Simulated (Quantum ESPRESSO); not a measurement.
BaTiO3, space group Pm-3m (No. 221):

```
CELL_PARAMETERS angstrom
      4.00768     0.00000     0.00000
      0.00000     4.00768     0.00000
      0.00000     0.00000     4.00768
ATOMIC_POSITIONS crystal
  Ba 0.50000 0.50000 0.50000
  Ti 0.00000 0.00000 0.00000
  O  0.50000 0.00000 0.00000
  O  0.00000 0.50000 0.00000
  O  0.00000 0.00000 0.50000
```
The cell comes from the Materials Project (a computed structure). It is BaTiO3 in Pm-3m. Stability against distortions was not tested. The run has no spin polarisation.

| site | Wyckoff letter | site symmetry |
|---|---|---|
| Ba | b | m-3m |
| Ti | a | m-3m |
| O | d | 4/mmm |

Cores are frozen. Against all-electron runs on small test molecules, this scheme's |Vzz| missed by −2 to +6 % on O.

### Question
Where does symmetry force the field gradient to vanish or to be axial, and what does a PBE PAW density (pw.x of a modified build of Quantum ESPRESSO, JTH datasets) with the all-electron reconstruction of Petrilli and co-workers give?

### Answer
```tsv
site	by symmetry	Vzz (a.u.)	η_Q
Ba	vanishes (cubic site)	0	–
Ti	vanishes (cubic site)	0	–
O	axial, η = 0 (an axis of order 3 or more)	0.259	0.00
```
